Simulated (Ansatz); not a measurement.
GaN (zinc blende)

```yaml
crystal:
  lattice:
    - [0.00000, 2.24908, 2.24908]
    - [2.24908, 0.00000, 2.24908]
    - [2.24908, 2.24908, 0.00000]
  atoms:
    - { symbol: N, position: [0.75000, 0.75000, 0.75000] }
    - { symbol: Ga, position: [0.00000, 0.00000, 0.00000] }
```

Level of theory: r2SCAN (plane waves to 500 eV, PAW, scalar-relativistic; Ansatz, a first-principles code). Harmonic phonons by density-functional perturbation theory on a 10×10×10 k mesh, in cm⁻¹; i marks imaginary ones, q is in fractions of the reciprocal vectors of the cell shown, and the three acoustic modes at Γ are left out. The non-analytic (LO-TO) term is not included, so polar modes at Γ have their transverse values. GaN was relaxed with its symmetry unable to fall. The PAW data are Ansatz's earlier set.

Problem. Is the structure dynamically stable at Γ, L = (0.5, 0.0, 0.0), X = (0.5, 0.5, 0.0)?

Solution. No imaginary mode at these points (lowest 140 cm⁻¹ at L = (0.5, 0.0, 0.0)); other wave vectors were not tested.

Problem. List the wavenumbers at Γ, L = (0.5, 0.0, 0.0), X = (0.5, 0.5, 0.0), with degeneracies.

Solution. 
| q | wavenumbers (cm⁻¹) |
|---|---|
| Γ | 545 (×3) |
| L = (0.5, 0.0, 0.0) | 140 (×2), 341, 569 (×2), 696 |
| X = (0.5, 0.5, 0.0) | 195 (×2), 347, 609 (×2), 687 |
